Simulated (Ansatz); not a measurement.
**What DFT gives for Ba$_{2}$SrIn$_{6}$Ir**

```
CELL_PARAMETERS angstrom
7.04249 0.00000 0.00000
3.47003 6.12826 0.00000
3.47003 2.02285 5.78478
ATOMIC_POSITIONS crystal
Ir 0.50000 0.50000 0.50000
In 0.72220 0.72220 0.27470
In 0.27470 0.72220 0.72220
In 0.72220 0.27470 0.72220
In 0.27780 0.27780 0.72530
In 0.27780 0.72530 0.27780
In 0.72530 0.27780 0.27780
Ba 0.25050 0.25050 0.25050
Ba 0.74950 0.74950 0.74950
Sr 0.00000 0.00000 0.00000
```

Method: PBE, no spin polarisation; PAW, plane waves to 420 eV, 6×6×6 Γ-centred mesh, cold occupations (width 0.0857 eV) (Ansatz 0.2.0), atoms fixed.

Problem. What do density and ELF say about some of the short contacts?

Solution. Ir–In at 2.22 Å: least valence density 0.86 e/Å³ and ELF 0.27 there. Sr–In at 2.78 Å: least valence density 0.27 e/Å³ and ELF 0.20 there. Ba–In at 3.52 Å: least valence density 0.10 e/Å³ and ELF 0.10 there. Both are smooth PAW fields, read partly inside the augmentation spheres.

Problem. Where is the largest force?

Solution. The largest is on In7 (and as large on other atoms): 7.97 eV/Å, components (0.08, -6.50, -4.61). It makes 179° with the line to a nearest neighbour, Ir1 at 2.22 Å, pointing away from it.

Problem. Is the cell too large or too small?

Solution. The pressure is 39.2 GPa (compression positive), so with the atoms held at these fractions the cell would first expand; the forces are large, so a full relaxation may end otherwise.

Problem. Is there a gap?

Solution. It is a metal, with about 8.8 states/eV a cell as the mean within 0.25 eV of the Fermi level, mostly In p (70 %).

Origin: a known structure type with other elements, at an estimated volume, so it need not be a known compound. Caveats: many states at the Fermi level without spin polarisation, so a magnetic state may lie lower; atoms or cell far from equilibrium.
